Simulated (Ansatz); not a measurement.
Starting cell, Rh (fcc, Cu type):

```xyz
4
Lattice="3.8000 0.0000 0.0000 0.0000 3.8000 0.0000 0.0000 0.0000 3.8000" Properties=species:S:1:pos:R:3 pbc="T T T"
Rh     0.0000     0.0000     0.0000
Rh     1.9000     1.9000     0.0000
Rh     1.9000     0.0000     1.9000
Rh     0.0000     1.9000     1.9000
```

Scan: atom 1 (Rh, nearest neighbour Rh at 2.687 Å; its periodic images, 3.8 Å or more away, move with it) is displaced along Cartesian z, direction (0.000, 0.000, 1.000) in Cartesian axes, by s. The other atoms stay.

These are r2SCAN (plane waves to 500 eV, PAW, scalar-relativistic; Ansatz, a first-principles code) values and carry that method's errors. k mesh 10×10×10 (Γ-centred), Fermi-Dirac smearing 0.05 eV. The energy includes the smearing's −TS. Compression counts positive. With partly filled bands, energies and forces of such displacements shift with the k mesh and the smearing. F∥ is the force on the atom along that direction. Rh is run without spin polarisation. Rh was relaxed with its symmetry unable to fall. The zero of ΔE is the undisplaced structure.

```csv
s (Å),F∥ (eV/Å),P (GPa),ΔE (meV/cell)
-0.270,3.274,[?],429
-0.216,2.549,3.4,272
-0.162,1.889,1.9,153
-0.108,1.255,0.9,[?]
-0.054,0.627,0.2,17
0.000,0.000,0.0,0
0.054,-0.627,0.2,17
0.108,-1.255,0.9,[?]
0.162,-1.889,1.9,153
0.216,-2.549,3.4,272
0.270,-3.274,[?],429
```

**Question.** Fill in the missing entries.

**Answer.** 
- -0.270, P (GPa): 5.4
- -0.108, ΔE (meV/cell): 68
- 0.108, ΔE (meV/cell): 68
- 0.270, P (GPa): 5.4

(For displaced atoms, the force is minus the slope of the energy, and its curvature is a force constant, which sets phonon frequencies.)
